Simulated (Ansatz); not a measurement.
**Zn$_{3}$Se: computed properties**

Method: DFT PBE, scalar-relativistic, plane waves, PAW in Ansatz.

Cutoff 420 eV; k points 6×6×10 on the computed 8-atom cell (Γ-centred); Gaussian smearing, width 0.10 eV; no spin polarisation.

The structure is relaxed at this level of theory with its symmetry kept, and needn't be the ground state of this composition.

```cif
data_structure
_symmetry_space_group_name_H-M 'P6_3/mmc'
_symmetry_Int_Tables_number 194
_cell_length_a 7.0405
_cell_length_b 7.0405
_cell_length_c 3.5969
_cell_angle_alpha 90.000
_cell_angle_beta 90.000
_cell_angle_gamma 120.000
_cell_volume 154.41
loop_
_atom_site_label
_atom_site_type_symbol
_atom_site_symmetry_multiplicity
_atom_site_Wyckoff_symbol
_atom_site_fract_x
_atom_site_fract_y
_atom_site_fract_z
_atom_site_occupancy
Zn1 Zn 6 h 0.83725 0.67450 0.25000 1
Se1 Se 2 c 0.33333 0.66667 0.25000 1
```

* Space group: P6_3/mmc (No. 194)
* Volume per atom: 19.30 Å³
* Formation energy from the elements' standard states (uncorrected): +0.039 eV/atom
* Kohn–Sham band gap: none (metal)
* Density of states at the Fermi level: 2.0 states/eV per cell
* Orbital (Löwdin) character within 0.5 eV of the Fermi level: Zn 4s 53 %, Se 4p 22 %, unprojected 23 %
* Bader charge by site (e): Zn (6 in the cell) 0.25, Se (2 in the cell) -0.76

The cell was found from a structure generator's guess, not taken from experiment. Löwdin shares on free-atom orbitals overweight diffuse shells.
